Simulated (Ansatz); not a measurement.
Co (hcp (Mg type)), relaxed and computed with several functionals in Ansatz (plane waves, PAW).

```
functional  a (Å)  c (Å)  V (Å³/atom)                               spin order and moments (μB)
----------  -----  -----  -----------  --------------------------------------------------------
PBEsol      2.456  3.968        10.37  ferromagnetic; net 1.57 per atom; largest site about 1.6
PBE         2.495  4.030        10.86  ferromagnetic; net 1.62 per atom; largest site about 1.7
PBE+D3(BJ)  2.470  3.991        10.54  ferromagnetic; net 1.59 per atom; largest site about 1.7
LDA         2.429  3.918        10.01  ferromagnetic; net 1.51 per atom; largest site about 1.6
```

Spin orders computed, not proven ground states: Co, hcp (Mg type) with PBEsol ferromagnetic; Co, hcp (Mg type) with PBE ferromagnetic; Co, hcp (Mg type) with PBE+D3(BJ) ferromagnetic; Co, hcp (Mg type) with LDA ferromagnetic. All cells were relaxed under the symmetry of their starts (and spin orders); stability against distortions was not tested throughout.

Potentials: the later of the program's two PAW sets.

Ansatz (a first-principles code) is a plane-wave DFT program.
